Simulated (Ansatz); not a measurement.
Pb (hcp, Mg type), conventional cell a = 3.4857 Å, b = 3.4857 Å, c = 5.7564 Å, α = 90.00°, β = 90.00°, γ = 120.00°. The calculation uses the primitive cell of 2 atoms, to which meshes and values per cell refer.

Two coordinates are scanned: the volume, and the ratio of the stretch along z (the conventional c axis) to the stretch across it. Atoms keep their fractional coordinates.

Method: r2SCAN+rVV10 (plane waves to 500 eV, PAW, scalar-relativistic; Ansatz, a program for electronic structure). k mesh 15×15×8 (Γ-centred), Fermi-Dirac smearing 0.05 eV. The energy includes the smearing's −TS. With partly filled bands, the response to shear is sensitive to the k mesh, so small differences along c/a are uncertain. Pb was relaxed with its symmetry unable to fall. Spin-orbit coupling is left out, though Pb is heavy. This is one of several known forms of Pb; the measured ambient cells at hand have space group No. 225. The zero of ΔE is the relaxed starting cell.

Q: Estimate the ΔE (eV/atom) for all points of the grid V/V₀ = 0.920, 0.960, 1.000, 1.040, 1.080 by (c/a)/(c/a)₀ = 0.880, 0.940, 1.000, 1.060, 1.120.

A: ΔE (eV/atom), with V/V₀ across and (c/a)/(c/a)₀ down:

```
(c/a)/(c/a)₀ \ V/V₀  0.920  0.960  1.000  1.040  1.080
-------------------  -----  -----  -----  -----  -----
0.880                0.088  0.059  0.048  0.051  0.066
0.940                0.052  0.024  0.015  0.020  0.037
1.000                0.034  0.008  0.000  0.007  0.025
1.060                0.049  0.022  0.014  0.019  0.036
1.120                0.086  0.054  0.041  0.043  0.056
```

(A scan under strain: stresses follow from slopes of the energy per volume, elastic moduli from its curvatures.)
